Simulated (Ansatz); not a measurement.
InAs (zinc blende)

```
InAs
1.0
    0.00000     3.09331     3.09331
    3.09331     0.00000     3.09331
    3.09331     3.09331     0.00000
As In
1 1
Direct
  0.75000   0.75000   0.75000
  0.00000   0.00000   0.00000
```

The slice is a {110} plane (indices of the conventional cell) through the point (0.000, 0.000, 0.000) (fractional), spanned by u = [100] and v = [1 -1 -1] in vectors of this cell: u (4.37 Å) and v (6.19 Å, at 90° to u). It covers one period; positions are fractions (u, v).

Level of theory: PBE (plane waves to 420 eV, PAW, scalar-relativistic; Ansatz, a quantum-chemistry and plane-wave program). k mesh 9×9×9. Inside the PAW spheres the values are not all-electron values, and peaks at nuclei hang on which shells count as valence. At this level the bands of InAs touch or barely overlap; measurements give the solid a gap. InAs was relaxed with its symmetry unable to fall. The PAW data are Ansatz's earlier set.

**Question.** Predict the map of the electron localisation function (ELF) on the slice.

**Answer.** 
```
|xxxx::--::--::::::--::--::xx|
|..::----::....  ....::----::|
|------::::..      ..::::----|
|::::::::..          ..::::::|
|::::::..              ..::::|
|....                      ..|
|                            |
|                            |
|          ..::::::..        |
|        ::==++**++==::      |
|      ::==##%%%%%%##==::    |
|    ..==##%%%%%%%%%%##==..  |
|  ..--**##%%##**##%%##**--..|
|..::++##%%##xxxxxx##%%##++::|
|::--**%%%%**xxxxxx**%%%%**--|
|::--++@@@@##xxxxxx##@@@@++--|
|------**@@@@##**##@@@@**----|
|..::::--%%@@@@%%@@@@%%--::::|
|xxxx::::==%%%%%%%%%%==::::xx|
|xxxx..----++++**++++----..xx|
```
Scale: ten equal steps from 0.01 (start of ' ') to 0.76 (end of '@'), in the order ' .:-=+*#%@'. Values: electron localisation function (ELF). The map has 14 points along u (two characters each, u = 0 at the left) and 20 along v (v = 0 in the bottom row). Points within 0.5 Å of a nucleus are blanked (x), as the pseudised field means little there.
